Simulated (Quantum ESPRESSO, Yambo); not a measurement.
## BaF2 at -1.5 % isotropic strain: DFT and GW levels

BaF2 is modelled in the cubic space group Fm-3m (No. 225), the fluorite structure, Pearson symbol cF12. Cell: a = b = c = 6.040 Å, α = β = γ = 90.00°. F on 8c is coordinated by 4 Ba at 2.615 Å (tetrahedral). Ba on 4a is surrounded by 8 F at 2.615 Å (cubic). (Neighbours: up to the widest gap in distance over summed covalent radii, below 1.35, at either atom; cation-cation contacts left out.)
(The calculation used a cell of 3 atoms; values per cell refer to that cell.)

The PBEsol cell relaxed from Materials Project entry mp-1029 was given an isotropic strain of -1.5 % on all lattice vectors, and the atoms were relaxed again.

Starting point: PBEsol (Quantum ESPRESSO, PseudoDojo norm-conserving, 84 Ry, no spin-orbit coupling). G0W0 in Yambo: 4×4×4 Γ-centred k mesh, 138 bands and a 10 Ry block in the screening, 138 bands in G with the Bruneval-Gonze terminator, plasmon pole fitted at 27.2 eV.

* **PBEsol gap along the band path**: 7.04 eV
* **PBEsol gap between the mesh's edge points ((0, 0.25, -0.25) → Γ)**: 7.05 eV
* **G0W0 gap between the same points**: 9.91 eV
* **PBEsol smallest direct gap on the mesh (at Γ)**: 7.20 eV
* **G0W0 direct gap at that point**: 10.09 eV

```
k point           band  E PBEsol (eV)  E QP (eV)  shift (eV)     Z
----------------  ----  -------------  ---------  ----------  ----
Γ                   VB          -0.16      -2.31       -2.15  0.80
Γ                   CB           7.05       7.78        0.74  0.89
L                   VB          -0.19      -2.34       -2.16  0.80
L                   CB           9.52      10.82        1.29  0.87
(0, 0.25, -0.25)    VB           0.00      -2.13       -2.13  0.80
(0, 0.25, -0.25)    CB           8.32       9.30        0.99  0.88
```

Energies count from the PBEsol valence-band maximum.

Convergence of the G0W0 settings was not tested.
